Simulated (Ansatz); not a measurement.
A geometry of Al away from equilibrium: step 4 of the relaxation of a relaxed Al cell, doubled along one cell vector, shaken by Gaussian noise of σ = 0.08 Å a coordinate. Method: PBE (plane waves to 420 eV, PAW, scalar-relativistic; Ansatz, a program for electronic structure). Γ-centred k-mesh 12×6×12 on the run's cell (coarser than for final values), Fermi–Dirac smearing 0.05 eV. The plane waves were selected for a different cell earlier on the path.

```
Al
1.0
    2.72159     0.00248     0.00821
    0.00495     5.18784     0.00432
    0.00821     0.00216     2.72254
Al
2
Direct
  0.87787   0.01576   0.87580
  0.15441   0.50558   0.12012
```

### Question
Give the Cartesian forces on all atoms (eV/Å).

### Answer
```csv
atom,Fx,Fy,Fz
Al1,-0.23,-0.10,-0.22
Al2,0.23,0.10,0.22
```

The path ends in Fm-3m (No. 225) (fcc (Cu type)). No spin polarisation in the result.

The run could not lose the symmetry of its start.

Of the parent cell (Pm-3m (No. 221)): it is a generated cell of Al: the first start was made by placing the elements on the sites of a structure type, and the end was not matched to a known phase here, so it may be hypothetical. Known forms of Al include space group No. 225.
